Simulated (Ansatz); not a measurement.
## ZrO: computed properties

All numbers below come from DFT PBE, scalar-relativistic, plane waves, PAW (Ansatz).

Plane waves to 420 eV, a k mesh through Γ of 14×14×8 on the computed 4-atom cell and Gaussian smearing (0.10 eV); no spin polarisation.

The structure is relaxed at this level of theory with its symmetry kept, and needn't be the ground state of this composition.

```yaml
crystal:
  lattice:
    - [3.19873, 0.00000, 0.00000]
    - [0.00000, 3.19873, 0.00000]
    - [0.00000, 0.00000, 5.98575]
  atoms:
    - { symbol: Zr, position: [0.50000, 0.50000, 0.25000] }
    - { symbol: Zr, position: [0.50000, 0.50000, 0.75000] }
    - { symbol: O, position: [0.00000, 0.50000, 0.00000] }
    - { symbol: O, position: [0.50000, 0.00000, 0.50000] }
```

Problem. Formation energy from the elements' standard states (uncorrected)?

Solution. -1.910 eV/atom.

Problem. Kohn–Sham band gap?

Solution. none (metal).

Problem. Density of states at the Fermi level?

Solution. 3.1 states/eV per cell.

Problem. Orbital (Löwdin) character within 0.5 eV of the Fermi level?

Solution. Zr 4d 72 %, O 2p 11 %, Zr 5s 10 %.

Problem. Bader charge by site (e)?

Solution. Zr (2 in the cell) 1.40, O (2 in the cell) -1.40.

The cell was found from a structure generator's guess, not taken from experiment. Löwdin shares on free-atom orbitals overweight diffuse shells.
